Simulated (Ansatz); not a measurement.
ZrMo (CsCl type), relaxed with PBE (Ansatz, a program for electronic structure, plane waves, PAW): a = b = c = 3.3410 Å, α = β = γ = 90.00°.

- ΔH_f (eV/atom): 0.07
- B₀ by P(V) fit (GPa): 150

The same phase is relaxed and computed with PBEsol in the same code. What are the cell and these values now?

a = 3.2993 Å, b = 3.2993 Å, c = 3.2993 Å, α = 90.00°, β = 90.00°, γ = 90.00°.

- ΔH_f (eV/atom) = 0.07
- B₀ by P(V) fit (GPa) = 161

Typed or built starts, not in the databases checked: ZrMo, CsCl type. All cells were relaxed under the symmetry of their starts (and spin orders); stability against distortions was not tested throughout. Rows with no word on spin ran without spin polarisation. Spin–orbit coupling is left out wherever it is not named.

Potentials: the later of the program's two PAW sets.

Ansatz is a plane-wave DFT program.

Formation energies count from the lowest solids of the elements computed at the same level, not from gases.
